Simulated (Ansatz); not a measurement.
Hf:
Space group P6₃/mmc (No. 194); a = b = 3.1209 Å, c = 4.9388 Å, α = β = 90.00°, γ = 120.00°

| atom | site | symmetry | x | y | z |
|---|---|---|---|---|---|
| Hf | 2d | -6m2 | 0.6667 | 0.3333 | 0.2500 |

Relaxed at zero pressure with DFT-LDA in the program Ansatz with PAW potentials.

Question: The volume is raised by 6 % and shape and atoms relax at that volume. What pressure results, and how do the axes share the change?

Answer: -6.4 GPa; a 2.1 %, b 2.1 %, c 1.7 %; the energy rises by 26 meV/atom.

Question: Give the new structure.

Answer: 
Space group P6₃/mmc (No. 194); a = b = 3.186 Å, c = 5.024 Å, α = β = 90.00°, γ = 120.00°

| atom | site | symmetry | x | y | z |
|---|---|---|---|---|---|
| Hf | 2d | -6m2 | 0.6667 | 0.3333 | 0.2500 |

The phase is kept; no other phase was compared at this pressure.

Space group P6_3/mmc (hcp (Mg type)). The LDA relaxation kept the symmetry of its start. No spin polarisation was allowed. Axis ratios of metals converge slowly with the k-mesh, so a and c are less sure than the volume. Spin–orbit coupling is left out wherever it is not named.

Potentials: the later of the program's two PAW sets.
